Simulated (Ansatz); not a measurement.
LaSi₂Ni₂:
```xyz
5
Lattice="-2.0502 2.0502 4.8422 2.0502 -2.0502 4.8422 2.0502 2.0502 -4.8422" Properties=species:S:1:pos:R:3 pbc="T T T"
La     0.0000     0.0000     0.0000
Si     0.0000     0.0000     6.1496
Si     0.0000     0.0000     3.5347
Ni     2.0502     0.0000     2.4211
Ni     0.0000     2.0502     2.4211
```

Relaxed with r²SCAN. Special points in fractions of this cell's reciprocal vectors: Γ (0.000, 0.000, 0.000); X (0.000, 0.000, 0.500); P (0.250, 0.250, 0.250); N (0.000, 0.500, 0.000); M (0.500, 0.500, -0.500); S (0.295, 0.705, -0.295); S0 (-0.295, 0.295, 0.295); R (-0.090, 0.090, 0.500); G (0.500, 0.500, -0.090).

**Question.** List the band energies nearest the Fermi level at these points for r²SCAN in the plane-wave PAW code Ansatz.

**Answer.** In eV from the Fermi level; about four levels below and three above (degenerate sets whole), none deeper than 8.9 eV; points with the same levels are listed once.

| k | below | above |
|---|---|---|
| Γ | -1.40 -1.40 -1.37 -0.87 -0.43 | 1.57 1.57 2.11 |
| X | -1.37 -0.56 -0.52 -0.50 | 2.40 2.91 3.15 |
| P | -0.91 -0.91 -0.51 -0.51 | 2.05 3.04 3.04 |
| N | -1.97 -1.69 -1.28 -0.12 | 1.29 1.43 1.74 |
| M | -1.45 -0.87 -0.80 -0.80 | 0.41 1.04 2.58 |
| S | -1.91 -1.89 -1.88 -0.08 | 0.02 0.09 1.95 |
| R | -0.93 -0.66 -0.51 -0.37 | 2.41 2.88 3.10 |

Space group I4/mmm. The workflow started from a Materials Project entry (that database holds measured and hypothetical structures alike); the Crystallography Open Database files this formula in space group No. 139, but the cells were not matched. Its standing as an ambient phase is unchecked. Symmetry was held in the r²SCAN relaxation; its stability against distortions is not shown here. No spin polarisation was allowed. Scalar-relativistic: spin–orbit coupling is off unless named, which matters more the heavier the elements.

Potentials: the earlier of the program's two PAW sets.
